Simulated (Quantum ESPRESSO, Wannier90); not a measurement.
## Wannier functions of InAs (zinc blende)

```xyz
2
Lattice="0.0000 3.0536 3.0536 3.0536 0.0000 3.0536 3.0536 3.0536 0.0000" Properties=species:S:1:pos:R:3 pbc="T T T"
In     1.5268     1.5268     1.5268
As     0.0000     0.0000     0.0000
```

Structure: Materials Project mp-20305, symmetrised, not relaxed again. COD (Crystallography Open Database) has an entry of this formula and space group (matched by these alone). Method: PBEsol plane waves in Quantum ESPRESSO 7.5 (PseudoDojo norm-conserving files, 68 Ry, spinors with spin-orbit coupling), Bloch states on a 6×6×6 mesh through Γ, Wannier90 4.0.1. Density: 10×10×10 mesh, cold smearing 0.01 Ry. With spin-orbit coupling a semilocal functional can close or falsely invert a small gap; the band order was not checked against a better method.

Energies are relative to the Fermi level.

**Bands.** No gap over 0.05 eV opens at the Fermi level at this level of theory. 5 filled groups are cut off by gaps; the highest, bands 21–22, spans -11.80 to -9.85 eV and is As 4s 63 %, In 5p 21 %, In 5s 10 %.

**Model.** 16 functions (In sp, As sp) from bands 21-50, frozen to 1.50 eV, reach Ω_I = 22.91 Å² and follow pw.x to 7.1 meV rms (states up to 1.0 eV relative to the Fermi level).

**Frozen window.** Edge, Ω_I and misfit go -0.5 eV, 22.48 Å², 61 meV; 0.5 eV, 22.50 Å², 59 meV; 1.5 eV, 22.91 Å², 7.1 meV; 3.5 eV, 28.02 Å², 8.6 meV. Ω_I never falls as the edge rises, since each frozen state takes freedom from the choice of the smoothest subspace. The edges under the compared range leave its upper states unfrozen, and their misfit is the largest.

**No window.** Without a frozen window Ω_I drops to 21.55 Å² while the misfit grows to 188 meV: a small spread is no proof of good bands.

**Outer window.** The setting "outer window to 9.14 eV" raises Ω_I to 37.10 Å², as fewer states are left to mix in, and the misfit goes to 14 meV.

**Stops.** With the frozen window to 7.42 eV the program stops (More states in the frozen window than target WFs).
